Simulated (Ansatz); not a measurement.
Input for Ansatz (plane-wave DFT, PAW):

```yaml
crystal:
  lattice:
    - [3.7571239282, 0.0, 0.0]
    - [0.0, 3.7571239282, 0.0]
    - [0.0, 0.0, 4.516167397]
  atoms:
    - { symbol: Sn, position: [0.5, 0.0, 0.2543646068] }
    - { symbol: Sn, position: [0.0, 0.5, 0.7456353932] }
    - { symbol: O, position: [0.0, 0.0, 0.0] }
    - { symbol: O, position: [0.5, 0.5, 0.0] }
basis:
  ecutwfc: 420
kpoints:
  mp_grid: { grid: [12, 12, 10] }
hamiltonian:
  xc: pbe
  dispersion: d3bj
scf:
  occupations: { method: gaussian, width: 0.1 }
output:
  forces: true
  stress: true
  eigenvalues: true
  write_density: true
  write_potential: true
  elf: true
  volumetric_format: npy
relax:
  adjacent_minimum: "off"
  f_tol: 0.01
  max_steps: 30
  cell: { stress_tol: 0.1, fix: [volume] }
```

Launched with
```bash
ansatz run input.yaml --threads 1 --pin off --max-ram 2560MiB --backend cpu --events-out ev --progress --plain --runs-dir out
```

The calculation used DFT PBE+D3(BJ), scalar-relativistic, plane waves, PAW (Ansatz 0.2.0).

Abridged output (iterations and final results):

```
SCF iter   1: F=—  HF=-13184.221724 eV  |F-HF|=—  |Δ(HF+E_count)|=         —  Δρ=3.01e-3  dr2=1.94e-3  ethr=1.77e-3  ⟨swp⟩=5.8  Hψ=18401  notcnv=0
SCF iter   2: F=—  HF=-13184.221290 eV  |F-HF|=—  |Δ(HF+E_count)|=   4.34e-4  Δρ=1.54e-3  dr2=7.08e-4  ethr=4.86e-6  ⟨swp⟩=2.1  Hψ=7835  notcnv=0
SCF iter   3: F=—  HF=-13184.221469 eV  |F-HF|=—  |Δ(HF+E_count)|=   1.79e-4  Δρ=6.26e-4  dr2=1.66e-4  ethr=1.77e-6  ⟨swp⟩=2.3  Hψ=6370  notcnv=0
SCF iter   4: F=—  HF=-13184.221516 eV  |F-HF|=—  |Δ(HF+E_count)|=   4.72e-5  Δρ=1.53e-4  dr2=1.96e-5  ethr=4.14e-7  ⟨swp⟩=2.1  Hψ=5590  notcnv=0
SCF iter   5: F=—  HF=-13184.221481 eV  |F-HF|=—  |Δ(HF+E_count)|=   3.52e-5  Δρ=5.23e-5  dr2=2.64e-6  ethr=4.90e-8  ⟨swp⟩=3.0  Hψ=7417  notcnv=0
SCF iter   6: F=—  HF=-13184.221481 eV  |F-HF|=—  |Δ(HF+E_count)|=   2.35e-7  Δρ=2.39e-5  dr2=4.16e-7  ethr=6.59e-9  ⟨swp⟩=2.0  Hψ=7154  notcnv=0
SCF iter   7: F=-13184.221481 eV  HF=-13184.221481 eV  |F-HF|=3.02e-8  |Δ(HF+E_count)|=   3.29e-7  Δρ=6.61e-6  dr2=2.92e-8  ethr=2.50e-10  ⟨swp⟩=10.4  Hψ=29306  notcnv=0
SCF 1 converged in 7 iterations: F = -13184.221481 eV  dr2 = 2.92e-8
relax step   1: F+E_penalty+E_count = -13184.22148134 eV  Δ(F+E_penalty+E_count) = +0.000e0 eV  max|allowed force component| = 4.527e-1 eV/Å  Δτ_max = 0.0000 Å  P = +6.218 GPa  Ω = 63.750 Å³  fix = [volume]  reactions: volume +6.218 GPa (7 SCF iters, dr2 threshold 1.00e-7 eV, accepted)
Initial density: handed on by an earlier stage of this run
Initial wavefunctions: those handed on with the density
SCF iter   1: F=—  HF=-13184.232614 eV  |F-HF|=—  |Δ(HF+E_count)|=         —  Δρ=4.37e-3  dr2=7.43e-3  ethr=1.93e-5  ⟨swp⟩=1.2  Hψ=22791  notcnv=0
SCF iter   2: F=—  HF=-13184.230796 eV  |F-HF|=—  |Δ(HF+E_count)|=   1.82e-3  Δρ=1.95e-3  dr2=1.83e-3  ethr=1.86e-5  ⟨swp⟩=2.6  Hψ=6986  notcnv=0
SCF iter   3: F=—  HF=-13184.230383 eV  |F-HF|=—  |Δ(HF+E_count)|=   4.13e-4  Δρ=8.91e-4  dr2=5.35e-4  ethr=4.58e-6  ⟨swp⟩=2.0  Hψ=7174  notcnv=0
SCF iter   4: F=—  HF=-13184.230256 eV  |F-HF|=—  |Δ(HF+E_count)|=   1.27e-4  Δρ=2.44e-4  dr2=8.39e-5  ethr=1.34e-6  ⟨swp⟩=2.6  Hψ=6373  notcnv=0
SCF iter   5: F=—  HF=-13184.230213 eV  |F-HF|=—  |Δ(HF+E_count)|=   4.29e-5  Δρ=8.38e-5  dr2=7.36e-6  ethr=2.10e-7  ⟨swp⟩=3.0  Hψ=7403  notcnv=0
SCF iter   6: F=—  HF=-13184.230216 eV  |F-HF|=—  |Δ(HF+E_count)|=   3.06e-6  Δρ=3.19e-5  dr2=8.41e-7  ethr=1.84e-8  ⟨swp⟩=2.0  Hψ=7112  notcnv=0
SCF iter   7: F=-13184.230217 eV  HF=-13184.230217 eV  |F-HF|=2.10e-8  |Δ(HF+E_count)|=   6.41e-7  Δρ=6.56e-6  dr2=3.45e-8  ethr=1.00e-9  ⟨swp⟩=10.5  Hψ=31015  notcnv=0
SCF 2 converged in 7 iterations: F = -13184.230217 eV  dr2 = 3.45e-8
relax step   2: F+E_penalty+E_count = -13184.23021705 eV  Δ(F+E_penalty+E_count) = -8.736e-3 eV  max|allowed force component| = 2.480e-1 eV/Å  Δτ_max = 0.0376 Å  P = +3.515 GPa  Ω = 63.750 Å³  energy of the carried Pulay correction = -1.751e-16 eV  fix = [volume]  reactions: volume +3.515 GPa (7 SCF iters, dr2 threshold 4.00e-7 eV, accepted)
Basis set: ecut = 420 eV, 1223 PW (Γ), exchange–correlation on 54×54×64 points (8 copies of the dense FFT grid, shifted against one another)
SCF iter   1: F=—  HF=-13184.233815 eV  |F-HF|=—  |Δ(HF+E_count)|=         —  Δρ=1.61e-3  dr2=8.83e-4  ethr=2.17e-6  ⟨swp⟩=2.0  Hψ=22239  notcnv=0
SCF iter   2: F=—  HF=-13184.233593 eV  |F-HF|=—  |Δ(HF+E_count)|=   2.22e-4  Δρ=7.54e-4  dr2=2.09e-4  ethr=2.17e-6  ⟨swp⟩=2.4  Hψ=7480  notcnv=0
SCF iter   3: F=—  HF=-13184.233509 eV  |F-HF|=—  |Δ(HF+E_count)|=   8.36e-5  Δρ=2.85e-4  dr2=4.52e-5  ethr=5.23e-7  ⟨swp⟩=2.0  Hψ=7359  notcnv=0
SCF iter   4: F=—  HF=-13184.233502 eV  |F-HF|=—  |Δ(HF+E_count)|=   7.60e-6  Δρ=8.42e-5  dr2=8.52e-6  ethr=1.13e-7  ⟨swp⟩=2.3  Hψ=5975  notcnv=0
SCF iter   5: F=—  HF=-13184.233501 eV  |F-HF|=—  |Δ(HF+E_count)|=   7.12e-7  Δρ=2.46e-5  dr2=6.79e-7  ethr=2.13e-8  ⟨swp⟩=3.0  Hψ=7314  notcnv=0
SCF iter   6: F=-13184.233501 eV  HF=-13184.233501 eV  |F-HF|=4.13e-8  |Δ(HF+E_count)|=   1.59e-7  Δρ=9.38e-6  dr2=7.45e-8  ethr=1.00e-9  ⟨swp⟩=10.2  Hψ=31345  notcnv=0
SCF 3 converged in 6 iterations: F = -13184.233501 eV  dr2 = 7.45e-8
relax step   3: F+E_penalty+E_count = -13184.23350120 eV  Δ(F+E_penalty+E_count) = -3.284e-3 eV  max|allowed force component| = 4.775e-3 eV/Å  Δτ_max = 0.0122 Å  P = +4.320 GPa  Ω = 63.750 Å³  energy of the carried Pulay correction = -1.400e-16 eV  fix = [volume]  reactions: volume +4.320 GPa (6 SCF iters, dr2 threshold 4.00e-7 eV, accepted)
Basis set: ecut = 420 eV, 1223 PW (Γ), exchange–correlation on 54×54×60 points (8 copies of the dense FFT grid, shifted against one another)
Initial wavefunctions: pseudopotential atomic-orbital guess (no wavefunctions were taken with the density)
SCF iter   1: F=—  HF=-13184.233641 eV  |F-HF|=—  |Δ(HF+E_count)|=         —  Δρ=5.44e-5  dr2=3.12e-7  ethr=1.18e-7  ⟨swp⟩=3.1  Hψ=28816  notcnv=0
SCF iter   2: F=—  HF=-13184.233634 eV  |F-HF|=—  |Δ(HF+E_count)|=   7.23e-6  Δρ=2.87e-5  dr2=1.08e-7  ethr=7.79e-10  ⟨swp⟩=2.4  Hψ=6500  notcnv=0
SCF iter   3: F=—  HF=-13184.233634 eV  |F-HF|=—  |Δ(HF+E_count)|=   3.00e-7  Δρ=7.01e-6  dr2=3.77e-8  ethr=2.71e-10  ⟨swp⟩=2.0  Hψ=5721  notcnv=0
SCF iter   4: F=—  HF=-13184.233634 eV  |F-HF|=—  |Δ(HF+E_count)|=   2.40e-9  Δρ=2.58e-6  dr2=8.93e-9  ethr=9.43e-11  ⟨swp⟩=2.2  Hψ=5089  notcnv=0
SCF iter   5: F=—  HF=-13184.233634 eV  |F-HF|=—  |Δ(HF+E_count)|=   2.70e-9  Δρ=1.60e-6  dr2=1.10e-9  ethr=2.23e-11  ⟨swp⟩=2.0  Hψ=5345  notcnv=0
SCF iter   6: F=-13184.233634 eV  HF=-13184.233634 eV  |F-HF|=3.64e-12  |Δ(HF+E_count)|=  9.82e-11  Δρ=1.58e-7  dr2=1.02e-11  ethr=1.00e-12  ⟨swp⟩=5.3  Hψ=21829  notcnv=0
SCF 4 converged in 6 iterations: F = -13184.233634 eV  dr2 = 1.02e-11
SCF converged after 6 iterations
Free energy (F): -13184.233634 eV
Harris-Foulkes:  -13184.233634 eV  (|F-HF|=3.64e-12)
Internal energy: -13184.231123 eV  (E = F + TS)
E sigma→0 (E₀):  -13184.232378 eV
Entropy (-TS):   -0.002512 eV (-0.628 meV/atom)
Fermi energy:    11.380950 eV
--- Per-component energies (eV) ---
  E_band       = -133.051948
  E_kinetic    = 726.720759
  E_local      = -2324.571150  (includes V_loc(G=0)·N_el)
  E_nonlocal   = 32.567298
  E_hartree    = 1299.137758
  E_xc         = -913.620333
  E_vxc        = -381.729198  (∫ρ·V_xc dr)
  E_paw        = -8590.537047  (= ΣΔE_a)
  E_vpaw       = -784.319938  (= ΣTr[D̂ρ^β])
  E_aug_tail   = 0.004864  (compensation charges beyond the density's cutoff)
  E_ewald      = -3412.898540
  E_disp       = -1.034732  (pairwise vdW)
  E_smearing   = -0.002512  (= −TS)
--- Forces (eV/Å), atoms counted from 1 ---
  atom   1  Sn     0.00000000     0.00000000    -0.00459428
  atom   2  Sn     0.00000000     0.00000000     0.00459428
  atom   3  O      0.00000000     0.00000000     0.00000000
  atom   4  O      0.00000000     0.00000000     0.00000000
--- Stress (GPa, compression-positive) ---
        4.339630       0.000000       0.000000
        0.000000       4.339630       0.000000
        0.000000       0.000000       4.266801
  P = ⅓ Tr σ = 4.3154 GPa (43.154 kbar)
--- Band table (eV; the first three rows and the last of 168) ---
  k-point 0: bands = ["-10.7594", "-10.3171", "-10.3171", "-10.2879", "-10.2678", "-10.2628", "-10.1787", "-10.1740", "-10.1516", "-10.1516", "-9.0364", "-6.2497", "3.8551", "4.0086", "4.9540", "4.9540", "7.8268", "8.1939", "8.1939", "11.4657", "14.0524", "15.5899", "15.5899", "16.9412"]
  k-point 1: bands = ["-10.7553", "-10.3135", "-10.3135", "-10.2919", "-10.2656", "-10.2607", "-10.1808", "-10.1757", "-10.1560", "-10.1560", "-9.0288", "-6.2500", "3.1120", "4.8648", "4.9745", "4.9745", "7.8132", "8.1927", "8.1927", "11.4402", "13.8416", "15.2787", "15.2787", "16.8013"]
  k-point 2: bands = ["-10.7444", "-10.3031", "-10.3031", "-10.3028", "-10.2595", "-10.2547", "-10.1870", "-10.1805", "-10.1685", "-10.1685", "-9.0088", "-6.2507", "2.4390", "5.0296", "5.0296", "5.8756", "7.7800", "8.1888", "8.1888", "11.2930", "13.4303", "14.7013", "14.7013", "16.2602"]
  k-point 167: bands = ["-10.6610", "-10.6610", "-10.2643", "-10.2643", "-10.2324", "-10.2324", "-10.2280", "-10.2280", "-10.1648", "-10.1648", "-7.1347", "-7.1347", "2.3359", "2.3359", "5.4048", "5.4048", "8.2060", "8.2060", "8.8581", "8.8581", "13.5118", "13.5118", "16.2939", "16.2939"]
--- Relaxed structure (3 steps of the walk, 3 accepted, 1 SCFs on fresh bases) ---
  F+E_penalty+E_count = -13184.23363440 eV   max|allowed force component| = 4.594e-3 eV/Å   (the final SCF, on the basis selected at the relaxed cell)
  cell:  # Å, volume = 63.7501 Å³
    - [3.77273339, 0.0, 0.0]
    - [0.0, 3.77273339, 0.0]
    - [0.0, 0.0, 4.47887394]
  atoms:
    - { symbol: Sn, position: [0.5, 0.0, 0.25997742] }
    - { symbol: Sn, position: [0.0, 0.5, 0.74002257] }
    - { symbol: O, position: [0.0, 0.0, 0.0] }
    - { symbol: O, position: [0.5, 0.5, 0.0] }
```

The relaxation met its thresholds.

It took 43 s on 1 thread of Intel(R) Xeon(R) Platinum 8488C (Sapphire Rapids), with other jobs on the host, peak memory 0.56 GiB.